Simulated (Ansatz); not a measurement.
Fields on a plane of CoO (rock salt)

```xyz
2
Lattice="0.0000 2.1239 2.1239 2.1239 0.0000 2.1239 2.1239 2.1239 0.0000" Properties=species:S:1:pos:R:3 pbc="T T T"
O      0.0000     0.0000     0.0000
Co     2.1239     2.1239     2.1239
```

The slice is a {110} plane (indices of the conventional cell) through the point (0.000, 0.000, 0.000) (fractional), spanned by u = [100] and v = [1 -1 -1] in vectors of this cell: u (3.00 Å) and v (4.25 Å, at 90° to u). It covers one period; positions are fractions (u, v).

Atoms on it: O at (0.00, 0.00); Co at (0.00, 0.50).

Level of theory: PBE (plane waves to 420 eV, PAW, scalar-relativistic; Ansatz, a quantum-chemistry and plane-wave program). k mesh 19×19×19. Near the nuclei the fields are pseudised (PAW); where an atom keeps semicore shells as valence, they peak there. CoO is run spin-polarised and with no Hubbard U; the real compound is an antiferromagnetic insulator, a state that this run doesn't describe. CoO was relaxed with its symmetry unable to fall. Relaxed CoO ends ferromagnetic. The magnetic order is the one the run started from; other orders were not tried.

```
|***+=-:..   ..:-=+**|
|**++=-:..   ..:-=++*|
|+++=-::.     .::-=++|
|===--:..     ..:--==|
|---::..       ..::--|
|::::..         ..:::|
|:::...         ...::|
|::::..         ..:::|
|=---:..       ..:---|
|+++=-:..     ..:-=++|
|##*+=-:.     .:-=+*#|
|%%#*+-:..   ..:-+*#%|
|@@%#+=:..   ..:=+#%@|
|@@%#+=:... ...:=+#%@|
|@@%#+=:..   ..:=+#%@|
|%%#*+-:..   ..:-+*#%|
|##*+=-:.     .:-=+*#|
|+++=-:..     ..:-=++|
|=---:..       ..:---|
|::::..         ..:::|
|:::...         ...::|
|::::..         ..:::|
|---::..       ..::--|
|===--:..     ..:--==|
|+++=-::.     .::-=++|
|**++=-:..   ..:-=++*|
|***+=-:..   ..:-=+**|
|***+=-:... ...:-=+**|
```
Scale: ten equal steps from -1.10 (start of ' ') to 1.76 (end of '@'), in the order ' .:-=+*#%@'. Values: log₁₀ of the valence density in e/Å³. The map has 20 points along u (one character each, u = 0 at the left) and 28 along v (v = 0 in the bottom row). The scale is logarithmic, as a density can span decades between atoms and voids.

```
|xxxxxx@@@@@@**--..      ..--**@@@@@@xxxx|
|xxxx@@@@@@%%++::..      ..::++%%@@@@@@xx|
|@@@@@@@@@@##==::          ::==##@@@@@@@@|
|@@@@@@@@##++--..          ..--++##@@@@@@|
|%%%%##**++--::              ..--++**##%%|
|------::::..                  ..::::----|
|                                        |
|....                                  ..|
|::::::....                      ....::::|
|====--::::..                  ..::::--==|
|%%##++==::::..              ..::::==++##|
|xxxx%%++--::..              ..::--++%%xx|
|xxxxxx##==::..              ..::==##xxxx|
|xxxxxx%%==::..              ..::==%%xxxx|
|xxxxxx##==::..              ..::==##xxxx|
|xxxx%%++--::..              ..::--++%%xx|
|%%##++==::::..              ..::::==++##|
|====--::::..                  ..::::--==|
|::::::....                      ....::::|
|....                                  ..|
|                                        |
|------::::..                  ..::::----|
|%%%%##**++--..              ::--++**##%%|
|@@@@@@@@##++--..          ..--++##@@@@@@|
|@@@@@@@@@@##==::          ::==##@@@@@@@@|
|xxxx@@@@@@%%++::..      ..::++%%@@@@@@xx|
|xxxxxx@@@@@@**--..      ..--**@@@@@@xxxx|
|xxxxxx@@@@@@**--..      ..--**@@@@@@xxxx|
```
Scale: ten equal steps from 0.04 (start of ' ') to 0.82 (end of '@'), in the order ' .:-=+*#%@'. Values: ELF of the up spins. The map has 20 points along u (two characters each, u = 0 at the left) and 28 along v (v = 0 in the bottom row). Points within 0.4 Å of a nucleus are blanked (x), as the pseudised field means little there.

The density on the O–Co line (2.12 Å) at its midpoint is 0.42 e/Å³ and the ELF at that point is 0.13.
